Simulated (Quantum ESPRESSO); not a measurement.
NMR parameters of GaN (changed cell)

```
GaN
1.0
    0.00000     2.29857     2.23096
    2.23096     0.00000     2.23096
    2.23096     2.29857     0.00000
Ga N
1 1
Direct
  0.00000   0.00000   0.00000
  0.75000   0.75000   0.75000
```
The cell was made here from a computed Materials Project entry: strained by +2 % along the cube axis and by -1 % across it, atoms relaxed (PBE without dispersion, pw.x of a modified build of Quantum ESPRESSO, symmetry kept). The parent is GaN in F-43m. Stability against distortions was not tested.

Shieldings are absolute and leave out the bulk-susceptibility term; a larger σ means a smaller chemical shift. In our sweeps, cutoffs and meshes of this size left a few ppm, and up to some 20 ppm on atoms from Zn on.

Ω = σ33 − σ11 of the symmetric part; where symmetry doesn't make it nil, it is less certain than σ_iso.

Question: What do the calculations give at each independent site (shieldings by GIPAW with PBE in Quantum ESPRESSO, on JTH PAW datasets, 25 Ha, k-mesh 10×10×10 shifted, f-sum rule met within 0.01 %)?

Answer: 
| site | site symmetry | σ_iso (ppm) | span Ω (ppm) |
|---|---|---|---|
| Ga (atom 1) | -4m2 | 1319 | 3 |
| N (atom 2) | -4m2 | 110 | 10 |
